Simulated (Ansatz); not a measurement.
The start is a relaxed Hf cell displaced along its unstable phonon at q = (½, 0, 0) of its primitive reciprocal cell (81i cm⁻¹), largest move 0.15 Å. Cell shape, volume and atoms are optimised at zero target pressure with PBEsol (plane waves to 420 eV, PAW, scalar-relativistic; Ansatz, a quantum-chemistry and plane-wave program). First-step values are on the input's coarse k-mesh.

Ansatz input (later rounds restart from its end on a renewed k-mesh):
Ansatz 0.2 input:
```yaml
crystal:
  lattice:
    - [5.729706805, 0, 0]
    - [0, 2.8648534025, 0]
    - [0, 0, 2.8648534025]
  atoms:
    - { symbol: Hf, position: [0, 0, -0.0523587001] }
    - { symbol: Hf, position: [0.5, 0, 0.0523587001] }
basis: { ecutwfc: 420, ecutrho_ratio: 4, xc_grid: 2, fft_grid_basis: typed }
kpoints: { mp_grid: { grid: [6, 11, 11] } }
hamiltonian:
  xc: pbesol
  dispersion: none
  pseudopotentials: { azcp: { folder: ./paw }, kind: paw }
scf: { occupations: { method: fermi_dirac, width: 0.05 } }
relax: { f_tol: 0.01, max_steps: 100, cell: { stress_tol: 0.02 } }
output: { forces: true, stress: true }
```

What is the largest force in the starting geometry, and on which atom (counted from 1)?

0.50 eV/Å, on Hf1, Hf2 (atoms numbered as listed).

How does the volume per atom move from start to end?

-5.3 %, from 23.51 to 22.27 Å³/atom.

How do the shortest distances between atoms change?

The closest pairs of elements (up to four, under 3.6 Å), start → end: Hf–Hf 2.86 → 2.95 Å.

Final values are on a 18×18×16 k-mesh of the relaxed cell. No spin polarisation in the result.

The run could not lose the symmetry of its start: the end is stationary, and may be a saddle point rather than a minimum.

The relaxed structure here is a generated cell of Hf: the first start was made by placing the elements on the sites of a structure type, and the end was not matched to a known phase here, so it may be hypothetical. Known forms of Hf include space group No. 194.
